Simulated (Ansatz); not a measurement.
**Calculated coordination and Ti-47 quadrupole coupling for Ba₄CaTi₅O₁₅**

Cell: a Materials Project structure (computed, not necessarily an observed phase).

```cif
data_Ba4CaTi5O15
_symmetry_space_group_name_H-M 'P4/mmm'
_symmetry_Int_Tables_number 123
_cell_length_a 4.0090
_cell_length_b 4.0090
_cell_length_c 20.0382
_cell_angle_alpha 90.000
_cell_angle_beta 90.000
_cell_angle_gamma 90.000
loop_
_atom_site_label
_atom_site_type_symbol
_atom_site_symmetry_multiplicity
_atom_site_Wyckoff_symbol
_atom_site_fract_x
_atom_site_fract_y
_atom_site_fract_z
Ba1 Ba 2 g 0.0000 0.0000 0.1983
Ba2 Ba 2 g 0.0000 0.0000 0.4000
Ca Ca 1 a 0.0000 0.0000 0.0000
Ti6 Ti 2 h 0.5000 0.5000 0.0958
Ti7 Ti 2 h 0.5000 0.5000 0.2993
Ti8 Ti 1 d 0.5000 0.5000 0.5000
O11 O 1 c 0.5000 0.5000 0.0000
O12 O 2 h 0.5000 0.5000 0.1983
O13 O 2 h 0.5000 0.5000 0.3998
O16 O 4 i 0.5000 0.0000 0.0933
O17 O 4 i 0.5000 0.0000 0.2997
O18 O 2 e 0.5000 0.0000 0.5000
```

One atom of each set is listed.

Computed with Ansatz: DFT, PBE, plane waves and PAW, scalar-relativistic, 420 eV cutoff, Γ-centred 5×5×1 k-points, Fermi–Dirac smearing 0.02 eV.

Q(Ti-47) = 302.0 mb.

(1) Order the Ti environments from the weakest to the strongest quadrupole coupling.
A. Ti7: 6 O at 2.00–2.02 Å
B. Ti8: 6 O at 2.00–2.01 Å
C. Ti6: 6 O at 1.92–2.05 Å

Results:

(1) B (0.753 MHz, η = 0.00), A (3.73 MHz, η = 0.00), C (5.91 MHz, η = 0.00).

An axis of threefold or higher order runs through Ti8, Ti7 and Ti6, so V_zz lies along it and η is zero. Like point charges on the first shell alone (each adding as 1/d³) would give the same order, so the shape of the shell goes a long way to explain it.

The largest force is 0.3 eV/Å, so the atoms aren't at the calculated equilibrium and relaxing them would move these values.
